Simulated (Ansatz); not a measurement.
HfO2 (baddeleyite type, space group P2_1/c)

```yaml
crystal:
  lattice:
    - [5.16167, 0.00000, 0.00000]
    - [0.00000, 5.21254, 0.00000]
    - [-0.89783, 0.00000, 5.27699]
  atoms:
    - { symbol: Hf, position: [0.27573, 0.04291, 0.20837] }
    - { symbol: Hf, position: [0.72427, 0.54291, 0.29163] }
    - { symbol: Hf, position: [0.72427, 0.95709, 0.79163] }
    - { symbol: Hf, position: [0.27573, 0.45709, 0.70837] }
    - { symbol: O, position: [0.06716, 0.32866, 0.34845] }
    - { symbol: O, position: [0.93284, 0.82866, 0.15155] }
    - { symbol: O, position: [0.93284, 0.67134, 0.65155] }
    - { symbol: O, position: [0.06716, 0.17134, 0.84845] }
    - { symbol: O, position: [0.44917, 0.75722, 0.47666] }
    - { symbol: O, position: [0.55083, 0.25722, 0.02334] }
    - { symbol: O, position: [0.55083, 0.24278, 0.52334] }
    - { symbol: O, position: [0.44917, 0.74278, 0.97666] }
```

The volume is varied about the relaxed value V₀ at fixed cell shape. The atoms relax within the cell's symmetry.

Computed with PBE (plane waves to 420 eV, PAW, scalar-relativistic; Ansatz, a first-principles code). k mesh 5×5×5 (Γ-centred), Fermi-Dirac smearing 0.05 eV. Stress and pressure are positive under compression. The relaxing atoms change the space group within the scan (C2/c at V/V₀ = 1.160), so nothing is fitted. HfO2 is run without spin polarisation. HfO2 was relaxed with its symmetry unable to fall. Spin-orbit coupling is left out, though Hf is heavy. The PAW data are Ansatz's earlier set.

At one point of the scan the stress tensor (GPa) is:

```
   41.0      0.0      6.9
    0.0     52.5      0.0
    6.9      0.0     33.1
```

Question: Which point is it?
(A) V/V₀ = 0.872
(B) V/V₀ = 0.840
(C) V/V₀ = 0.936
(D) V/V₀ = 0.904

Answer: B, V/V₀ = 0.840

(Under strain, the slope of the energy per volume gives the stress and its curvature an elastic modulus.)
